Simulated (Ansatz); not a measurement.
PtC (zinc blende, space group No. 216) under volume change, the program Ansatz at the PBE level (PAW), scaled uniformly.

| V (Å³/atom) | E − E(relaxed) (meV/atom) | P (GPa) |
|---|---|---|
| 11.949 | 86.6 | 25.68 |
| 12.343 | ___ | ___ |
| 12.737 | 8.5 | 7.13 |
| 13.131 | 0.0 | -0.01 |
| 13.525 | 7.6 | -6.01 |
| 13.919 | ___ | ___ |
| 14.313 | 61.3 | -15.26 |

**Question.** What belongs in the gaps?

**Answer.** 
- 12.343, E − E(relaxed) (meV/atom): 36.2
- 12.343, P (GPa): 15.61
- 13.919, E − E(relaxed) (meV/atom): 28.8
- 13.919, P (GPa): -11.04

**Question.** What does a third-order Birch–Murnaghan fit give for V₀, B₀ and B′?

**Answer.** V₀ = 13.13 Å³/atom, B₀ = 218 GPa, B′ = 4.8.

Space group F-43m (zinc blende). The start of the workflow was typed in or built on a structure type; neither database checked (COD, Materials Project) lists it. Whether it is the stable phase at ambient conditions was not checked. The cell was relaxed with PBE under the symmetry of its start; whether a distortion lowers the energy is not shown. The run is not spin-polarised. Its formation energy is positive at this level, so the cell may be metastable or incomplete. Scalar-relativistic: spin–orbit coupling is off unless named, which matters more the heavier the elements.

Potentials: the later of the program's two PAW sets.
